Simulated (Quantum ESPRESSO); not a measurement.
# Band energies of RbPbF₃

```
RbPbF3
1.0
    4.86172     0.00000     0.00000
    0.00000     4.86172     0.00000
    0.00000     0.00000     4.86172
F Rb Pb
3 1 1
Direct
  0.00000   0.50000   0.50000
  0.50000   0.00000   0.50000
  0.50000   0.50000   0.00000
  0.00000   0.00000   0.00000
  0.50000   0.50000   0.50000
```

PBEsol (Quantum ESPRESSO, PseudoDojo norm-conserving, 84 Ry, with spin-orbit coupling); path ΓXMΓRX,MR; energies in eV from the valence-band maximum.

```
k (1/Å)  point  band 44  band 45  band 46  band 47  band 48  band 49  band 50  band 51
-------  -----  -------  -------  -------  -------  -------  -------  -------  -------
0.00         Γ    -3.36     3.82     3.82     4.95     4.95     5.60     5.60     5.60
0.43              -2.50     3.26     3.26     4.96     4.96     6.04     6.04     6.04
0.65         X    -1.93     2.83     2.83     4.98     4.98     5.92     5.92     6.20
0.86              -1.78     2.88     2.88     4.74     4.74     5.75     5.75     6.30
1.29         M    -0.89     2.66     2.66     3.96     3.96     5.66     5.66     5.82
1.66              -2.03     3.38     3.38     4.30     4.30     5.62     5.62     6.21
2.02              -3.31     3.86     3.86     4.80     4.80     5.62     5.62     5.74
2.21         Γ    -3.36     3.82     3.82     4.95     4.95     5.60     5.60     5.60
2.37              -3.33     3.86     3.86     4.82     4.82     5.59     5.59     5.73
2.85              -1.66     3.14     3.14     4.35     4.35     4.50     4.50     6.59
3.17              -0.27     2.03     2.03     3.54     3.54     3.59     3.59     6.76
3.33         R     0.00     1.80     1.80     3.39     3.39     3.39     3.39     7.06
3.51              -0.33     2.07     2.07     3.55     3.55     3.69     3.69     6.69
3.87              -1.50     2.85     2.85     4.42     4.42     5.18     5.18     6.50
4.24         X    -1.93     2.83     2.83     4.98     4.98     5.92     5.92     6.20
4.24         M    -0.89     2.66     2.66     3.96     3.96     5.66     5.66     5.82
4.40              -0.83     2.57     2.57     3.87     3.87     5.26     5.26     5.79
4.89         R     0.00     1.80     1.80     3.39     3.39     3.39     3.39     7.06
```

The PBEsol gap is direct, 1.80 eV at R.

The cell is held in this high symmetry; tilts and polar distortions were not searched.

Geometry of the Materials Project entry, not relaxed at this level.

The structure is a Materials Project entry; no match was found in the copy of COD used, and its stability was not checked.
